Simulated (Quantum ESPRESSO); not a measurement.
# Mo4Se6O2: convergence and cost over cutoff and k mesh

Computed values, not a measurement. The program is pw.x of Quantum ESPRESSO 7.5 (plane-wave density functional theory). The cell is made up: 12 atoms on a layered 2H lattice, with randomly drawn elements, strain and displacements, not relaxed. PseudoDojo standard norm-conserving files (v0.5 for PBE, v0.4.1 for LDA and PBEsol) set the functional; there is no spin polarisation, spin-orbit coupling or dispersion term, and the masses in the input are unused placeholders.

Input of the run in row 4:

```
&control calculation='scf', pseudo_dir='./dojo.nc.sr.pbe.v0_5.standard.upf', outdir='./o', disk_io='medium', tprnfor=.true., tstress=.true. /
&system ibrav=0, nat=12, ntyp=3, nbnd=88, ecutwfc=85.99341389, nosym=.true., tot_charge=0,
 occupations='smearing', smearing='fd', degauss=0.0018374661
/
&electrons conv_thr=7.350e-09, electron_maxstep=60, /
ATOMIC_SPECIES
Mo 1.0 Mo.upf
O 1.0 O.upf
Se 1.0 Se.upf
CELL_PARAMETERS angstrom
3.2556 -0.0133 0.0341
-0.023 5.5398 0.0013
0.1364 0.003 12.7847
ATOMIC_POSITIONS angstrom
Mo 0.0538 1.8715 3.2183
Mo 1.7715 0.8913 9.5618
Mo 1.6185 4.6366 3.2528
Mo 0.0681 3.7094 9.6464
Se 0.0449 1.8169 7.9467
Se 0.0986 1.8647 11.2335
Se 1.6146 0.8932 1.6111
O 1.6791 0.9479 4.7495
Se 1.6962 4.6068 7.9633
O 1.7393 4.6175 11.1663
Se 0.0038 3.6925 1.5785
Se 0.0042 3.7283 4.7938
K_POINTS automatic
7 4 2 1 1 1
```

The same cell was run at these settings. Meshes are shifted by half a step, and differences are from the last row, which is itself not exact.

| cutoff (eV) | k mesh | k points solved | threshold (eV) | free energy less the last row's (eV) | pressure (GPa) | largest stress difference (GPa) | largest force difference (eV/Å) | iterations | wall time (s) | k-point pools | processor |
| --- | --- | --- | --- | --- | --- | --- | --- | --- | --- | --- | --- |
| 819 | 2 x 2 x 2 | 4 | 1e-04 | 7.449 | -59.35 | 60.33 | 0.517 | 14 | 202 | 1 | AMD EPYC, Zen 5 class |
| 1170 | 2 x 2 x 2 | 4 | 1e-07 | -1.134 | -1.55 | 2.11 | 0.533 | 20 | 374 | 1 | AMD EPYC, Zen 5 class |
| 614 | 7 x 4 x 2 | 28 | 1e-07 | 172.628 | -581.24 | 580.73 | 0.119 | 22 | 262 | 4 | AMD EPYC, older |
| 1170 | 7 x 4 x 2 | 28 | 1e-07 | 0.004 | -0.75 | 0.01 | 0.003 | 21 | 2741 | 1 | AMD EPYC, Zen 5 class |
| 1467 | 9 x 6 x 4 | 108 | 1e-07 | 0.000 | -0.74 | 0.00 | 0.000 | 21 | 4131 | 4 | AMD EPYC, older |

Each pool is one process. Wall times include start-up and a band step at six k points, which weighs most on the coarsest meshes. The runs were on shared virtual cores whose load varied, so times are rough.